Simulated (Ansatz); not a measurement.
Two inputs for Si3N4

Cell: a structure deposited in the COD.

Space group P6_3/m (No. 176); a = 7.6018, c = 2.9066 Å, γ = 120.00°.

| site | Wyckoff | site symmetry | x | y | z |
| --- | --- | --- | --- | --- | --- |
| Si | 6h | m.. | 0.1773 | 0.7677 | 0.2500 |
| N7 | 2c | -6.. | 0.3333 | 0.6667 | 0.2500 |
| N9 | 6h | m.. | 0.3337 | 0.0323 | 0.2500 |

One atom of each set is listed.

Reference run. All values are calculated (Ansatz; DFT, PBE, plane waves and PAW, scalar-relativistic, 420 eV cutoff, Γ-centred 4×4×10 k-points, Fermi–Dirac smearing 0.02 eV), not measured.

Question: The input is changed as follows: `basis.xc_grid`: not typed → 3. What happens to V_zz (10²¹ V/m²) and η?

Answer: 

| site | V_zz reference | η reference | V_zz changed | η changed |
| --- | --- | --- | --- | --- |
| Si | 1.37 | 0.70 | 1.37 | 0.70 |
| N7 | -4.56 | 0.00 | -4.56 | 0.00 |
| N9 | -5.07 | 0.01 | -5.07 | 0.01 |

All printed values agree. SCF iterations: 7 and 7.

On the reference run: At this cell the PBE pressure is 6 GPa, so with PBE the cell would grow if it were relaxed. The largest force is 1.0 eV/Å, so the atoms aren't at the calculated equilibrium and relaxing them would move these values.
